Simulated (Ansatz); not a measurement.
## Competing spin states in Sr$_{2}$Fe$_{2}$S$_{2}$OF$_{2}$

```
Sr Fe S O F
1.0
    -2.02000    2.02000    8.99900
     2.02000   -2.02000    8.99900
     2.02000    2.02000   -8.99900
Sr Fe S O F
2 2 2 1 2
Cartesian
  0.0000 0.0000 12.0767
  0.0000 0.0000 5.9213
  2.0200 0.0000 0.0000
  0.0000 2.0200 0.0000
  0.0000 0.0000 1.6884
  0.0000 0.0000 16.3096
  0.0000 0.0000 8.9990
  2.0200 0.0000 4.4995
  0.0000 2.0200 4.4995
```

Method: r2SCAN with U_eff = 3.1 eV on Fe d (all-electron-ortho-atomic projectors) in Ansatz 0.2.0, PAW datasets, plane waves to 500 eV, 8×8×8 Γ-centred mesh, fermi-dirac occupations of width 0.050 eV. The atoms are fixed and numbered as listed; spin is collinear, without spin-orbit coupling.

The cycle has several fixed points for this cell. Moments (μB):

| state | Fe3 | Fe4 | other atoms together | size of the net moment a cell |
| --- | --- | --- | --- | --- |
| A | 3.34 | -3.34 | 0.00 | 0.00 |
| B | 3.36 | 3.36 | 0.48 | 8.00 |
| C | 0.00 | 0.00 | 0.00 | 0.00 |

Site moments are taken in small spheres that don't touch (radius about 0.4 of the atom's shortest bond), so those of the magnetic atoms read low, and they needn't add up to the net moment. State C was run without spin polarisation.

Problem. Which state has the lowest energy at zero smearing, and how far up are the others?

Solution. State A (antiparallel, compensated) is lowest; B (parallel moments) lies 9.8 meV above it, C (without moments) lies 480 meV above it, all counted an atom of the cell.

Problem. Which states have a gap on the mesh, and what pressure does each exert on this cell?

Solution. A: gap 2.89 eV, 1.1 GPa; B: gap 1.60 eV, 1.6 GPa; C: gap 1.67 eV, -5.7 GPa (positive in compression). Moments take up room: without them the pressure is lower, so that state wants a smaller cell.

Problem. Compare the parallel order B with the antiparallel order A.

Solution. Between B and A the moments keep their size (3.36 against 3.34 μB in the mean), so the difference mostly measures the exchange between the flipped sites: the antiparallel order gains 44 meV for each Fe atom. The nearest flipped pair stands 2.86 Å apart. Flipped pairs are linked through O; the widest Fe–O–Fe angle among the nearer links is 90°, at 2.86 Å between the metal atoms.

Problem. How much does the cell gain by forming moments?

Solution. 480 meV an atom of the cell, or 2160 meV for each Fe atom, against state C, which has none. A run without spin would miss this and give wrong energies and forces. That state isn't the paramagnet, which keeps its moments, so this is no ordering energy, and a U raises it further by its penalty on part-filled orbitals.

The cell is that of a Crystallography Open Database entry, unchanged.

Caveats: only orders that fit this cell and collinear spins were tried, so the true order may need a larger cell or canted moments; atoms and cell are not relaxed, and each state would relax in its own way; the U is a value in common use, not computed for this crystal; one start a pattern, so a lower state of the same pattern may exist.
